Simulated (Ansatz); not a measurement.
MoW:
```yaml
crystal:
  lattice:
    - [0.00000, 2.62002, 2.62002]
    - [2.62002, 0.00000, 2.62002]
    - [2.62002, 2.62002, 0.00000]
  atoms:
    - { symbol: Mo, position: [0.00000, 0.00000, 0.00000] }
    - { symbol: W, position: [0.50000, 0.50000, 0.50000] }
```

Relaxed with PBE. Special points in fractions of this cell's reciprocal vectors: Γ (0.000, 0.000, 0.000); X (0.500, 0.000, 0.500); U (0.625, 0.250, 0.625); K (0.375, 0.375, 0.750); L (0.500, 0.500, 0.500); W (0.500, 0.250, 0.750).

### Question
List the band energies nearest the Fermi level at these points for DFT-PBE in the program Ansatz with PAW potentials.

### Answer
In eV from the Fermi level; about four levels below and three above (degenerate sets whole), none deeper than 8.9 eV; points with the same levels are listed once.

| k | below | above |
|---|---|---|
| Γ | -4.18 -4.18 -3.73 -3.73 -3.73 | 4.27 4.27 4.27 |
| X | -4.30 -3.26 -2.41 -0.29 | 0.75 0.75 1.61 1.61 |
| U | -2.58 -2.36 -2.25 -0.14 | 1.69 1.89 2.33 |
| L | -1.17 -1.17 -0.94 -0.94 | 0.46 0.46 0.88 0.88 |
| W | -3.52 -2.88 -0.43 -0.40 | 0.92 1.41 2.84 2.84 |

Space group Fm-3m (rock salt). The start of the workflow was typed in or built on a structure type; neither database checked (COD, Materials Project) lists it. Whether it is the stable phase at ambient conditions was not checked. Symmetry was held in the PBE relaxation; whether a distortion lowers the energy is not shown. No spin polarisation was allowed. Its formation energy is positive at this level, so the cell may be metastable or incomplete. Spin–orbit coupling is left out wherever it is not named.

Potentials: the later of the program's two PAW sets.
